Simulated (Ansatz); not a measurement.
ScAl3C3 in space group P6_3/mmc (No. 194; Pearson symbol hP14), DFT-PBEsol in the program Ansatz with PAW potentials, all energies at zero smearing, with the estimated change up to a 700 eV cutoff added, with one set of potentials and settings (totals compare only within such a set). Cell of 14 atoms (2 Sc, 6 Al, 6 C): -8855.403 eV.

| element | reference phase | E (eV/atom) |
|---|---|---|
| Sc | P6_3/mmc, 2 atoms in the cell | -2111.3699 |
| Al | Fm-3m, 1 atoms in the cell | -524.5507 |
| C | P6_3/mmc, 4 atoms in the cell | -246.6950 |

Formation energy per atom, worked out: (-8855.403 − 2×(-2111.3699) − 6×(-524.5507) − 6×(-246.6950))/14 = -0.371 eV/atom (-36 kJ per mol of atoms), at 0 K, without zero-point energy or fitted corrections.

The first step of the workflow began from a Materials Project structure, measured or hypothetical; the Crystallography Open Database files this formula in space group No. 194, but the cells were not matched. Its standing as an ambient phase is unchecked. Symmetry was held in the PBEsol relaxation; whether a distortion lowers the energy is not shown. The run is not spin-polarised. The references are the lowest solids computed at this level, not always the standard phases.

Potentials: the later of the program's two PAW sets.
